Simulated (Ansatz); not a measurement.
Input:

AlNi:
```yaml
crystal:
  lattice:
    - [2.86216, 0.00000, 0.00000]
    - [0.00000, 2.86216, 0.00000]
    - [0.00000, 0.00000, 2.86216]
  atoms:
    - { symbol: Ni, position: [0.00000, 0.00000, 0.00000] }
    - { symbol: Al, position: [0.50000, 0.50000, 0.50000] }
```

This is the PBEsol-relaxed structure.

Question: All from PBEsol (plane waves, PAW; program Ansatz), unless another level is named. Predict the Young's modulus.

Answer: 206 GPa.

Question: Next, the elastic constants (relaxed ions, GPa)?

Answer: C11 = 224, C12 = 147, C44 = 128.

Space group Pm-3m (CsCl type). The PBEsol relaxation kept the symmetry of its start. The workflow began spin-polarised and lost its moments. As this level gives no gap, shear constants depend on the k-mesh and smearing (Fermi–Dirac, 0.1 eV here).

Potentials: the earlier of the program's two PAW sets. The files were generated under PBE; for other functionals the program regenerates the frozen cores, and for LDA and PBEsol the local potential too.
